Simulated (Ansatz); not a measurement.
Ansatz input

```yaml
crystal:
  lattice:
    - [14.0, 0.0, 0.0]
    - [0.0, 14.4, 0.0]
    - [0.0, 0.0, 14.8]
  atoms:
    - { symbol: Yb, position: [0.5, 0.5, 0.5], spin: 2.0 }
  symmetry: { detect: false, time_reversal: true }
hamiltonian:
  xc: rpbe
  pseudopotentials:
    kind: paw
    azcp:
      Yb: "pseudopotentials/Yb.paw.azcp"
basis:
  ecutwfc: 420
  fft_grid_basis: typed
kpoints:
  mp_grid: { grid: [1, 1, 1], shift: [0, 0, 0] }
magnetization:
  spin_polarized: true
scf:
  occupations: { method: fermi_dirac, width: 0.01 }
```

Output

```
Warning: where an SCF of this run starts from atoms to list the orders of its open shells, Yb (site 0, from 0) starts with 0.44 μB on its 4f shell and 0.44 μB on its 5d shell, in the place of the 2.00 μB that the deck gives it: its open shells can hold no more by Hund's first rule. To start from spheres of the given moment, type scf.initial_density.shell_occupations: []
Engine: ansatz 0.2.0, aarch64-unknown-linux-gnu
Pseudopotentials: kind: paw
Pseudopotential: Yb, paw, valence charge 24, recommended cutoff 420 eV (normal) 
Functional definition: RPBE
  parameter kappa = 0.804
  parameter beta = 0.06672455060314922
  exchange = rpbe_x(kappa = kappa, mu = beta*pi^2/3)
  correlation = pbe_c(beta = beta)
Crystal: 1 atoms, lattice volume = 2983.680 Å³
Basis set: ecut = 420 eV, 58327 PW (Γ)
Bands: 17, of which v1, the nominal top of the filled ones, is band 12 counted from 1 (11 counted from 0)
Symmetry: 1 space group operations
k-points: 1
Non-local potential: Yb, projectors of the file, l = 0: 3, l = 1: 2, l = 2: 2, l = 3: 3
PAW form: soft (Blöchl's): semilocal exchange-correlation on the pseudo side does not see the compensation charge
PAW frozen core: Yb, regenerated for the run's functional, and the local potential with it (the file was generated under x = pbe(κ = 0.804, μ = 0.2195149727645171), c = pbe(β = 0.06672455060314922))
PAW one-centre angular grid: Yb, 590 points (default); XC on 64 Gauss nodes
Initial density: superposition of atomic densities (neutral atoms: chi_scale 0, normalization atom)
Starting moments: Σ|m| = 2 μB on 1 of 1 site
Initial wavefunctions: pseudopotential atomic-orbital guess
Functional: x = rpbe, c = pbe(β = 0.06672455060314922)
iter 1 solved again at ethr=1.64e-3 eV; its pass at ethr=3.10e-3 eV (dr2=3.93e-1 eV) is discarded
SCF iter   1: F=—  HF=-13804.317537 eV  |F-HF|=—  |Δ(HF+E_count)|=         —  Δρ=4.61e-3 (↑1.15e-3 ↓4.61e-3)  dr2=3.93e-1  dr2_m=1.72e-1  M=0.356 μB ∫|m|=0.356 μB  β_m=0.30  ethr=1.64e-3  ⟨swp⟩=1.0  Hψ=208  notcnv=0
Mixer restart at iter 1: flushing history
spin=Collinear: Resta preconditioning applied to the charge; magnetization (m = ρ↑ − ρ↓) channel mixes plain (no charge-response kernel on spin).
SCF iter   2: F=—  HF=-13804.820562 eV  |F-HF|=—  |Δ(HF+E_count)|=   5.03e-1  Δρ=2.60e-3 (↑1.26e-3 ↓2.60e-3)  dr2=4.82e-2  dr2_m=9.78e-2  M=0.323 μB ∫|m|=0.323 μB  β_m=0.41  ethr=1.64e-3  ⟨swp⟩=3.0  Hψ=70  notcnv=0
SCF iter   3: F=—  HF=-13805.065606 eV  |F-HF|=—  |Δ(HF+E_count)|=   2.45e-1  Δρ=3.18e-3 (↑6.43e-4 ↓3.18e-3)  dr2=1.93e-1  dr2_m=9.46e-2  M=0.135 μB ∫|m|=0.137 μB  β_m=0.11  ethr=2.01e-4  ⟨swp⟩=4.0  Hψ=83  notcnv=0
SCF iter   4: F=—  HF=-13805.392211 eV  |F-HF|=—  |Δ(HF+E_count)|=   3.27e-1  Δρ=2.00e-3 (↑9.72e-4 ↓2.00e-3)  dr2=4.50e-2  dr2_m=5.98e-2  M=0.067 μB ∫|m|=0.078 μB  β_m=0.35  ethr=2.01e-4  ⟨swp⟩=4.0  Hψ=79  notcnv=0
SCF iter   5: F=—  HF=-13805.740793 eV  |F-HF|=—  |Δ(HF+E_count)|=   3.49e-1  Δρ=1.03e-3 (↑4.79e-4 ↓1.03e-3)  dr2=8.63e-2  dr2_m=4.89e-3  M=0.000 μB ∫|m|=0.025 μB  β_m=0.55  ethr=1.87e-4  ⟨swp⟩=5.0  Hψ=124  notcnv=0
SCF iter   6: F=—  HF=-13805.729698 eV  |F-HF|=—  |Δ(HF+E_count)|=   1.11e-2  Δρ=9.46e-4 (↑1.87e-4 ↓9.46e-4)  dr2=4.28e-2  dr2_m=5.24e-3  M=0.000 μB ∫|m|=0.017 μB  β_m=0.78  ethr=1.87e-4  ⟨swp⟩=3.0  Hψ=76  notcnv=0  defer=2
SCF iter   7: F=—  HF=-13805.760694 eV  |F-HF|=—  |Δ(HF+E_count)|=   3.10e-2  Δρ=3.31e-5 (↑3.31e-5 ↓1.96e-5)  dr2=1.10e-4  dr2_m=1.36e-5  M=0.000 μB ∫|m|=0.011 μB  β_m=0.89  ethr=1.78e-4  ⟨swp⟩=4.0  Hψ=74  notcnv=0  defer=2
SCF iter   8: F=—  HF=-13805.760938 eV  |F-HF|=—  |Δ(HF+E_count)|=   2.44e-4  Δρ=1.06e-5 (↑1.06e-5 ↓1.06e-5)  dr2=2.21e-5  dr2_m=2.03e-6  M=0.000 μB ∫|m|=0.006 μB  β_m=0.94  ethr=4.57e-7  ⟨swp⟩=3.5  Hψ=91  notcnv=0  defer=2
SCF iter   9: F=—  HF=-13805.761022 eV  |F-HF|=—  |Δ(HF+E_count)|=   8.39e-5  Δρ=3.15e-5 (↑1.05e-5 ↓3.15e-5)  dr2=4.26e-5  dr2_m=6.31e-6  M=0.000 μB ∫|m|=0.002 μB  β_m=0.74  ethr=9.19e-8  ⟨swp⟩=2.5  Hψ=67  notcnv=0  defer=2  recentre
SCF iter  10: F=—  HF=-13805.761031 eV  |F-HF|=—  |Δ(HF+E_count)|=   8.38e-6  Δρ=1.84e-5 (↑3.93e-6 ↓1.84e-5)  dr2=1.29e-5  dr2_m=2.58e-6  M=0.000 μB ∫|m|=0.002 μB  β_m=0.78  ethr=9.19e-8  ⟨swp⟩=2.5  Hψ=61  notcnv=0  defer=2
SCF iter  11: F=—  HF=-13805.761060 eV  |F-HF|=—  |Δ(HF+E_count)|=   2.91e-5  Δρ=2.35e-6 (↑9.43e-7 ↓2.35e-6)  dr2=6.63e-7  dr2_m=3.22e-8  M=0.000 μB ∫|m|=0.000 μB  β_m=0.79  ethr=5.39e-8  ⟨swp⟩=2.5  Hψ=59  notcnv=0  defer=2
SCF iter  12: F=—  HF=-13805.761064 eV  |F-HF|=—  |Δ(HF+E_count)|=   3.76e-6  Δρ=7.68e-7 (↑3.83e-7 ↓7.68e-7)  dr2=1.57e-7  dr2_m=3.19e-9  M=0.000 μB ∫|m|=0.000 μB  β_m=0.90  ethr=2.76e-9  ⟨swp⟩=2.5  Hψ=55  notcnv=0  defer=2
iter 13 did not close the SCF: its close was put off for a magnetic moment that had not settled (scf_convergence_deferred on its scf_iter line)
SCF iter  13: F=-13805.761065 eV  HF=-13805.761065 eV  |F-HF|=1.19e-7  |Δ(HF+E_count)|=   1.36e-6  Δρ=2.42e-7 (↑2.34e-7 ↓2.42e-7)  dr2=1.74e-8  dr2_m=2.21e-10  M=0.000 μB ∫|m|=0.000 μB  β_m=0.90  ethr=4.17e-10  ⟨swp⟩=1.0  Hψ=114  notcnv=0
SCF iter  14: F=-13805.761065 eV  HF=-13805.761065 eV  |F-HF|=5.07e-10  |Δ(HF+E_count)|=   1.22e-7  Δρ=3.45e-7 (↑3.45e-7 ↓3.35e-7)  dr2=1.43e-8  dr2_m=1.03e-11  M=0.000 μB ∫|m|=0.000 μB  ethr=7.24e-11  ⟨swp⟩=1.0  Hψ=115  notcnv=0
SCF 1 converged in 14 iterations: F = -13805.761065 eV  dr2 = 1.43e-8
iteration 14: the least curvature of the free energy that was read at this close is 0.474 (0.575 in the run's own bands): not negative
WARN: the starting moments were not kept: the SCF closed with an absolute magnetisation of 2.9e-6 μB, where they sum to 2 μB in size (1 site). That is at most 0.1 of that sum. Measured as dr2_m measures the in/out step, that magnetisation stands 8.9e-13 eV from none, at or under the dr2_threshold of 1.0e-7 eV: it is no larger than a step whose dr2_m would equal this threshold. The system may hold no moment; this SCF shows only that its start led to no more than that. To try another start: raise the starting moments (crystal.atoms[].spin, magnetization.per_species, magnetization.initial_magnetization, or on a non-collinear deck that types none of these the spinor_matrix: blocks that start its atoms; where the total moment is fixed, keep their sum and leave initial_magnetization as it is; typed ones take the place of any that the run laid by itself, positive ones on a crystal's lanthanoids without a Hubbard term where scf.initial_density.shell_occupations: [] is typed) or, if the notice of its spin-set hold's release reads "site moments contracting" or "site moments show no strong build", lengthen the hold (scf.mixing.spin_hold: { on: { confirm: 4 } }; for m-r²SCAN on two components see the key's manual first). Each may lead to a state that holds a moment. A second SCF, from the converged charge density, with the starting moments and any scf.initial_density.shell_occupations laid on it anew, would have followed, and was not run: the deck does not ask for one (magnetization.retry_lost_moments is false, the default). To let it run, set magnetization.retry_lost_moments: true and run the deck again, where that key's refused combinations let it; where memory then withholds it, that run's warning says so.
SCF converged after 14 iterations
Magnetization: 0.0000 μB (12.0000 up, 12.0000 down)
Absolute magnetization: 0.0000 μB (∫|ρ↑−ρ↓|, with the PAW one-centre terms)
Spin contamination: 0.0000 ħ² per cell (⟨S²⟩ above its minimum at these occupations)
Per-site moments (μB) at R_I (Å): [(1.1921711121103729e-9, 5.775)]
Free energy (F): -13805.761065 eV
Harris-Foulkes:  -13805.761065 eV  (|F-HF|=5.07e-10)
Internal energy: -13805.761065 eV  (E = F + TS)
E sigma→0 (E₀):  -13805.761065 eV
Fermi energy:    -1.873507 eV
--- Per-component energies (eV) ---
  E_band       = -319.546425
  E_kinetic    = 341.923679
  E_local      = -11598.304246  (includes V_loc(G=0)·N_el)
  E_nonlocal   = 572.032440
  E_hartree    = 5231.316964
  E_xc         = -156.984720
  E_vxc        = -194.122683  (∫ρ·V_xc dr)
  E_paw        = -7378.908447  (= ΣΔE_a)
  E_vpaw       = 96.290254  (= ΣTr[D̂ρ^β])
  E_aug_tail   = 0.000003  (compensation charges beyond the density's cutoff)
  E_ewald      = -816.690699
  E_core_change = -0.146039  (= ΣΔE_core)
  E_smearing   = -0.000000  (= −TS)
  E_closure    = -0.000000  (closes the sum)
  Σ components = -13805.761065   (vs F -13805.761065, Δ=0.00e0)
--- Band table (eV) ---
  k-point 0 ↑: bands = ["-54.6785", "-27.2078", "-27.2078", "-27.2078", "-3.6613", "-2.8300", "-2.8300", "-2.8300", "-2.8300", "-2.8300", "-2.8300", "-2.8300", "-0.9282", "-0.9254", "-0.9219", "-0.4489", "-0.4466"]
  k-point 0 ↓: bands = ["-54.6785", "-27.2078", "-27.2078", "-27.2078", "-3.6613", "-2.8300", "-2.8300", "-2.8300", "-2.8300", "-2.8300", "-2.8300", "-2.8300", "-0.9282", "-0.9254", "-0.9219", "-0.4489", "-0.4466"]
```

Launched by

```sh
ansatz run input.yaml --threads 4 --pin off --max-ram 8192MiB --backend cpu --events-out ev --progress --plain --runs-dir out
```

On 4 threads of Arm Neoverse V1 (shared host) this took about 12 s of wall time and 45 s of CPU time, with 1.6 GiB at the peak.
